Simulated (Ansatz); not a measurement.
SiC:
```
CELL_PARAMETERS angstrom
      0.00000     2.17845     2.17845
      2.17845     0.00000     2.17845
      2.17845     2.17845     0.00000
ATOMIC_POSITIONS crystal
  Si 0.75000 0.75000 0.75000
  C  0.00000 0.00000 0.00000
```

Relaxed with PBEsol. Special points in fractions of this cell's reciprocal vectors: Γ (0.000, 0.000, 0.000); X (0.500, 0.000, 0.500); U (0.625, 0.250, 0.625); K (0.375, 0.375, 0.750); L (0.500, 0.500, 0.500); W (0.500, 0.250, 0.750).

### Question
List the band energies nearest the valence-band maximum at these points for PBEsol in the plane-wave PAW code Ansatz.

### Answer
In eV from the valence-band maximum; about four levels below and three above (degenerate sets whole), none deeper than 8.9 eV; … stands for higher levels left out; points with the same levels are listed once.

| k | below | above |
|---|---|---|
| Γ | 0.00 0.00 0.00 | 6.17 … |
| X | -7.84 -3.22 -3.22 | 1.24 4.21 … |
| U | -7.31 -5.61 -2.62 | 3.00 7.68 … |
| L | -8.61 -1.06 -1.06 | 5.37 … |
| W | -7.05 -5.06 -4.75 | 5.12 9.36 … |

Space group F-43m (zinc blende). Symmetry was held in the PBEsol relaxation.

Potentials: the earlier of the program's two PAW sets. The files were generated under PBE; for other functionals the program regenerates the frozen cores, and for LDA and PBEsol the local potential too.
